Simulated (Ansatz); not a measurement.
A relaxation computed with Ansatz, from input to last step.

```yaml
crystal:
  lattice:
    - [0.0, 3.2064870538, 3.2064870538]
    - [3.2064870538, 0.0, 3.2064870538]
    - [3.2064870538, 3.2064870538, 0.0]
  atoms:
    - { symbol: Sn, position: [0.0, 0.0, 0.0] }
    - { symbol: Te, position: [0.5, 0.5, 0.5] }
basis:
  ecutwfc: 420
kpoints:
  mp_grid: { grid: [10, 10, 10] }
hamiltonian:
  xc: pbesol
scf:
  occupations: { method: gaussian, width: 0.01 }
output:
  forces: true
  stress: true
  eigenvalues: true
relax:
  adjacent_minimum: "off"
  f_tol: 0.005
  max_steps: 50
  cell: { stress_tol: 0.05 }
```

```bash
ansatz run input.yaml --threads 1 --pin off --max-ram 2560MiB --backend cpu --events-out ev --progress --plain --runs-dir out
```

These are results of DFT PBEsol, scalar-relativistic, plane waves, PAW in Ansatz 0.2.0, not measurements.

Of 5 frames 5 are shown, positions in Å and forces in eV/Å; the SCF threshold varies from step to step. Steps run on the plane waves of an earlier cell, with a Pulay correction in the pressure. The basis is chosen afresh for the last frame, the zero of the energies, and at times for earlier ones too; energy and pressure step there, also at an unchanged geometry.

```xyz
2
Lattice="0.0000 3.2065 3.2065 3.2065 0.0000 3.2065 3.2065 3.2065 0.0000" Properties=species:S:1:pos:R:3:forces:R:3 pbc="T T T" step=1 free_energy_over_end_meV_per_atom=15.21 pressure_GPa=-2.41
Sn    0.0000    0.0000    0.0000    0.0000    0.0000    0.0000
Te    3.2065    3.2065    3.2065    0.0000    0.0000    0.0000
2
Lattice="0.0000 3.1299 3.1299 3.1299 0.0000 3.1299 3.1299 3.1299 0.0000" Properties=species:S:1:pos:R:3:forces:R:3 pbc="T T T" step=2 free_energy_over_end_meV_per_atom=0.44 pressure_GPa=0.66
Sn    0.0000    0.0000    0.0000    0.0000    0.0000    0.0000
Te    3.1299    3.1299    3.1299    0.0000    0.0000    0.0000
2
Lattice="0.0000 3.1457 3.1457 3.1457 0.0000 3.1457 3.1457 3.1457 0.0000" Properties=species:S:1:pos:R:3:forces:R:3 pbc="T T T" step=3 free_energy_over_end_meV_per_atom=-0.31 pressure_GPa=-0.08
Sn    0.0000    0.0000    0.0000    0.0000    0.0000    0.0000
Te    3.1457    3.1457    3.1457    0.0000    0.0000    0.0000
2
Lattice="0.0000 3.1441 3.1441 3.1441 0.0000 3.1441 3.1441 3.1441 0.0000" Properties=species:S:1:pos:R:3:forces:R:3 pbc="T T T" step=4 free_energy_over_end_meV_per_atom=-0.33 pressure_GPa=0.00
Sn    0.0000    0.0000    0.0000    0.0000    0.0000    0.0000
Te    3.1441    3.1441    3.1441    0.0000    0.0000    0.0000
2
Lattice="0.0000 3.1441 3.1441 3.1441 0.0000 3.1441 3.1441 3.1441 0.0000" Properties=species:S:1:pos:R:3:forces:R:3 pbc="T T T" step=5 free_energy_over_end_meV_per_atom=0.00 pressure_GPa=0.00
Sn    0.0000    0.0000    0.0000    0.0000    0.0000    0.0000
Te    3.1441    3.1441    3.1441    0.0000    0.0000    0.0000
```

Time: 15 s on 1 thread of Arm Neoverse V2, on a shared host, peak memory 0.37 GiB.